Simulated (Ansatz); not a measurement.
CaO:
```yaml
crystal:
  lattice:
    - [4.16887, 0.00000, 0.00000]
    - [0.00000, 4.16887, 0.00000]
    - [0.00000, 0.00000, 3.19549]
  atoms:
    - { symbol: Ca, position: [0.50000, 0.00000, 0.29331] }
    - { symbol: Ca, position: [0.00000, 0.50000, 0.70669] }
    - { symbol: O, position: [0.00000, 0.00000, 0.00000] }
    - { symbol: O, position: [0.50000, 0.50000, 0.00000] }
```

Relaxed with r²SCAN. Independent-particle spectrum: no excitons, no local fields, no scissors shift; 0.1 eV broadening; ε₁ of the summed bands alone.

Problem. Tabulate the dielectric function from r²SCAN (plane waves, PAW; program Ansatz).

Solution. 

```csv
E (eV),ε₁ xx,ε₂ xx,ε₁ zz,ε₂ zz
0.0,3.77,0.00,3.44,0.00
0.4,3.78,0.00,3.45,0.00
0.8,3.80,0.00,3.47,0.00
1.2,3.84,0.00,3.50,0.00
1.6,3.89,0.00,3.54,0.00
2.0,3.97,0.00,3.59,0.00
2.4,4.07,0.00,3.66,0.00
2.8,4.20,0.00,3.75,0.00
3.2,4.38,0.00,3.87,0.00
3.6,4.63,0.00,4.02,0.00
4.0,5.03,0.00,4.22,0.00
4.4,5.57,0.47,4.49,0.00
4.8,5.87,0.68,4.88,0.01
5.2,7.10,1.27,5.58,0.05
5.6,7.07,2.62,6.30,0.94
6.0,7.06,5.92,6.24,1.21
6.4,4.53,5.21,9.91,2.56
6.8,3.13,6.22,5.82,5.66
7.2,2.39,4.48,8.10,7.36
7.6,2.57,5.00,2.33,9.94
8.0,1.37,5.08,-2.10,8.66
8.4,0.86,4.23,-3.70,3.26
8.8,0.84,3.67,-1.19,2.21
9.2,1.34,3.19,-0.23,2.13
9.6,0.99,4.58,0.15,2.12
10.0,0.34,4.06,0.17,2.25
10.4,-1.08,3.73,-0.24,2.15
10.8,-0.85,2.90,0.33,2.70
11.2,-0.81,2.39,-0.90,1.98
11.6,-1.51,2.05,-1.05,1.23
12.0,-1.00,1.16,-0.58,0.66
```

Problem. From ε at 6.2 eV (xx: 4.88 + 5.91i), find n, k, the normal reflectivity and the absorption coefficient.

Solution. n = 2.50, k = 1.180, R = 27 %, α = 2kE/ħc = 740000 cm⁻¹.

With all bands, ε∞ without local fields is 3.95 (xx = yy), 3.62 (zz).

Space group P4/nmm. The start of the workflow was typed in or built on a structure type; neither database checked (COD, Materials Project) lists it. It is not the phase usual at ambient conditions (space group No. 225). The r²SCAN relaxation kept the symmetry of its start; its stability against distortions is not shown here. The volume moved by -17 % from the start of the relaxation.

Potentials: the earlier of the program's two PAW sets.
